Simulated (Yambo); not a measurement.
Yambo run on BaHCl (space group P4/nmm, No. 129). The wavefunctions come from this Quantum ESPRESSO step (PBEsol, PseudoDojo standard norm-conserving files, scalar-relativistic):

```
&CONTROL
  calculation = 'nscf'
  pseudo_dir = './pseudo'
  outdir = './out'
/
&SYSTEM
  ibrav = 0
  nat = 6
  ntyp = 3
  ecutwfc = 72.0
  ecutrho = 288.0
  occupations = 'fixed'
  force_symmorphic = .true.
  nbnd = 199
/
&ELECTRONS
  conv_thr = 6.000000000000001e-09
  diago_full_acc = .true.
  diago_thr_init = 1e-08
/
ATOMIC_SPECIES
H 1.0080 H.upf
Cl 35.4500 Cl.upf
Ba 137.3270 Ba.upf
CELL_PARAMETERS angstrom
  4.421500000000   0.000000000000   0.000000000000
  0.000000000000   4.421500000000   0.000000000000
  0.000000000000   0.000000000000   7.268520000000
ATOMIC_POSITIONS crystal
H   0.500000000000   0.500000000000   0.000000000000
H   0.000000000000   0.000000000000   0.000000000000
Cl   0.500000000000   0.000000000000   0.653650000000
Cl   0.000000000000   0.500000000000   0.346350000000
Ba   0.000000000000   0.500000000000   0.791820000000
Ba   0.500000000000   0.000000000000   0.208180000000
K_POINTS automatic
2 2 2 0 0 0
```

Yambo input:

```
rim_cut
gw0
dyson
el_el_corr
HF_and_locXC
ppa
em1d
RandQpts= 1000000
RandGvec= 1 Ry
EXXRLvcs= 72 Ry
VXCRLvcs= 288 Ry
Chimod= "HARTREE"
% BndsRnXp
 1 | 198 |
%
NGsBlkXp= 7 Ry
% LongDrXp
 1.0 | 1.0 | 1.0 |
%
PPAPntXp= 27.2114 eV
% GbndRnge
 1 | 198 |
%
GTermKind= "BG"
DysSolver= "n"
ExtendOut
% QPkrange
 1 | 1 | 18 | 19 |
 2 | 2 | 18 | 19 |
 3 | 3 | 18 | 19 |
 4 | 4 | 18 | 19 |
 5 | 5 | 18 | 19 |
 6 | 6 | 18 | 19 |
%
```

k points by index: 1 = Γ, 2 = Z, 3 = X, 4 = R, 5 = M, 6 = A.

Resulting energies as the program prints them:

```
#    K-point    Band    Eo [eV]    E [eV]    E-Eo [eV]    Vxc [eV]    Vnlxc [eV]    Sc|Eo [eV]    Sc|E [eV]    dSc/dw|Eo [eV]    Re(Z)    Im(Z)
#
    1    18    -0.375242    -1.589726    -1.214485    -10.21349    -13.29743    1.562433    1.869450    -6.878220    0.798228    -0.001591
    1    19    3.791672    4.525837    0.734165    -8.962137    -4.509763    -3.579355    -3.718209    -5.145777    0.840968    -0.001074
    2    18    0.000000    -1.293178    -1.293178    -12.40382    -15.90106    1.881440    2.204064    -6.788100    0.800344    -0.001440
    2    19    3.276103    3.947714    0.671612    -8.523142    -4.281314    -3.446360    -3.570217    -5.017453    0.844317    -0.001081
    3    18    -0.282203    -1.555174    -1.272971    -11.05327    -14.40642    1.758682    2.080188    -6.871914    0.798376    -0.001537
    3    19    4.687468    5.475673    0.788205    -9.397296    -4.708669    -3.746672    -3.900423    -5.307171    0.836794    -0.001147
    4    18    -0.125909    -1.409191    -1.283282    -11.18396    -14.55976    1.768662    2.092520    -6.866574    0.798501    -0.001522
    4    19    4.858424    5.640222    0.781798    -9.555576    -4.916711    -3.704143    -3.857066    -5.322013    0.836413    -0.990742E-3
    5    18    -0.304243    -1.593742    -1.289499    -10.70823    -14.06975    1.745198    2.072017    -6.895922    0.797814    -0.001574
    5    19    4.125631    4.888390    0.762760    -9.096581    -4.479831    -3.707926    -3.853991    -5.210078    0.839300    -0.001124
    6    18    -0.293164    -1.580039    -1.286875    -10.60891    -13.95533    1.732498    2.059541    -6.914713    0.797374    -0.001592
    6    19    5.077463    5.875429    0.797966    -10.03396    -5.279787    -3.794630    -3.956210    -5.509189    0.831627    -0.001209
```
(The two width columns are left out.) Convergence of these settings isn't established.

Geometry of the Materials Project entry, not relaxed at this level.
